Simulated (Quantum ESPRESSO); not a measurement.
# Strain and stress in Si4O6FN

The results below are calculated, not measured. They come from pw.x of Quantum ESPRESSO 7.5, a plane-wave density functional program, with PseudoDojo standard norm-conserving files (v0.5 for PBE, v0.4.1 for LDA and PBEsol). The cells are made up: elements, strain and atom displacements were drawn at random, and nothing was relaxed. There is no spin polarisation, spin-orbit coupling or dispersion term.

The cell has 12 sites of a rutile lattice (two cells along c). Sites 1 to 4 hold Si Si Si Si; sites 5 to 12 hold O O O F O N O O. Cell vectors in Å: (4.394, 0.025, 0.079); (0.025, 4.269, -0.019); (0.101, -0.024, 5.487). Settings: PBE, cutoff 1143 eV, 5 x 5 x 4 k mesh shifted by half a step, Fermi-Dirac smearing of 0.025 eV.

Each run adds the same strain along x and y to one cell, with the atoms carried along; the vectors above are those of run 5. Stress is positive in tension and P is minus a third of its trace. E is the free energy for each atom above the lowest run shown. The last column is band 33 less band 32 at Gamma, from a band step after each run.

```
run,strain (%),s_xx (GPa),s_yy (GPa),s_zz (GPa),s_xy (GPa),P (GPa),E (meV/atom),level step at Gamma (eV)
1,-2.10,-2.61,-15.34,-5.83,12.78,7.93,6.52,2.024
2,-1.26,2.69,-9.66,-2.97,12.86,3.31,1.07,1.833
3,-0.96,4.48,-7.73,-2.01,12.89,1.76,0.23,1.765
4,-0.60,6.54,-5.50,-0.91,12.90,-0.04,0.00,1.684
6,1.33,16.34,5.16,4.30,12.99,-8.60,11.81,1.255
7,1.74,18.17,7.18,5.26,13.00,-10.20,17.00,1.167
5,0.44,?,?,?,?,?,?,?
```

A rerun of one of these cells at 1437 eV and k mesh 7 x 7 x 6 moved values by no more than 0.003 eV in the cell's energy, 0.04 GPa in stress and 0.002 eV/Å in force.

## Worked fit

A parabola through the six runs shown gives s_xx = 9.83 + 5.30 e - 0.296 e² GPa, with e in per cent and a scatter of 0.02 GPa. The slope is a stiffness of 530 ± 3 GPa for each unit of this strain at e = 0, the sum of the responses of s_xx to strain along x and along y. The atoms are clamped, and relaxing them would in general lower it. The error is the larger of the fit's own and the change that a cubic makes, rounded up.

## Withheld run

Question: what s_xx should run 5 give?

The fit gives 12.10 GPa. The calculation gave 12.08 GPa.

| run | strain (%) | s_xx (GPa) | s_yy (GPa) | s_zz (GPa) | s_xy (GPa) | P (GPa) | E (meV/atom) | level step at Gamma (eV) |
| --- | --- | --- | --- | --- | --- | --- | --- | --- |
| 5 | 0.44 | 12.08 | 0.51 | 2.05 | 12.96 | -4.88 | 3.74 | 1.451 |